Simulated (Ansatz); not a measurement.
Input:

Sn:
```
CELL_PARAMETERS angstrom
      3.05654     0.00000     0.00000
      0.00000     3.05654     0.00000
      0.00000     0.00000     3.05654
ATOMIC_POSITIONS crystal
  Sn 0.50000 0.50000 0.50000
```

This is the r²SCAN-relaxed structure.

### Question
All from DFT-r²SCAN in the program Ansatz with PAW potentials, unless another level is named. Give the density of states at the Fermi level.

### Answer
0.52 states/eV per atom (mean over ±0.08 eV).

### Question
Give the gap with spin–orbit coupling.

### Answer
none (metallic).

Space group Pm-3m. A made-up cell: these elements were put on the sites of a structure type; neither database checked (COD, Materials Project) lists it. It is not the phase usual at ambient conditions (space group No. 141). The r²SCAN relaxation kept the symmetry of its start; its stability against distortions is not shown here. Spin–orbit coupling is left out wherever it is not named.

Potentials: the later of the program's two PAW sets.
